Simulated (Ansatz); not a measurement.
This Bi2TeO4 structure is the end of a relaxation. The cell was found from a structure generator's guess, not taken from experiment.

Method: Ansatz, DFT PBE, scalar-relativistic, plane waves, PAW. Cutoff 420 eV, Γ-centred mesh, Gaussian smearing, no spin polarisation.

```
Bi Te O
1.0
    -2.13045    2.13045    6.26833
     2.13045   -2.13045    6.26833
     2.13045    2.13045   -6.26833
Bi Te O
2 1 4
Direct
  0.33762 0.33762 0.00000
  0.66238 0.66238 0.00000
  0.00000 0.00000 0.00000
  0.50000 0.00000 0.50000
  0.00000 0.50000 0.50000
  0.75000 0.25000 0.50000
  0.25000 0.75000 0.50000
```

Energies over the elements count from the elements' standard structures at the same level (O₂ as a molecule), with no fitted energy shifts.

(1) Find its symmetry and describe it.

(2) How far does it lie from the elements in energy?

(3) Is it a metal?

(4) From what recipe could a structure generator have reached it?

Results:

(1) I4/mmm (No. 139). Conventional cell: a = 4.261 Å, c = 12.537 Å. Around Bi lie 4 O at 2.40 Å and 4 O at 2.95 Å; Te is surrounded by 4 O at 2.13 Å; around O on a site of symmetry mmm lie 2 Te at 2.13 Å and 4 Bi at 2.95 Å; O on a site of symmetry -4m2 is surrounded by 4 Bi at 2.40 Å.

(2) −0.85 eV/atom.

(3) There is no gap on the 10×10×10 mesh, but valence and conduction bands overlap by only 0.19 eV, so at this level it is a semimetal.

(4) One such recipe: species swapped into a database cell of In2CuO4 (I4/mmm, No. 139). Other recipes can lead to the same cell.

The last run used a 10×10×10 mesh for its 7-atom cell and Gaussian smearing of 0.10 eV. No dispersion correction is applied, so the spacing and binding between layers, chains or molecules are poorly described. These runs have no spin–orbit coupling, which can matter for Bi and Te. The zero gap may come from the functional, which often closes small gaps, or the cell may be a true semimetal. The reference form of Te is held partly by dispersion forces, which this level lacks. A later test with randomly moved atoms led to a structure 59 meV/atom lower, so this end is a saddle point or a shallow minimum. Another cell of the same search, in Fmm2, lies 59 meV/atom lower, so this cell isn't the stable form at this level.
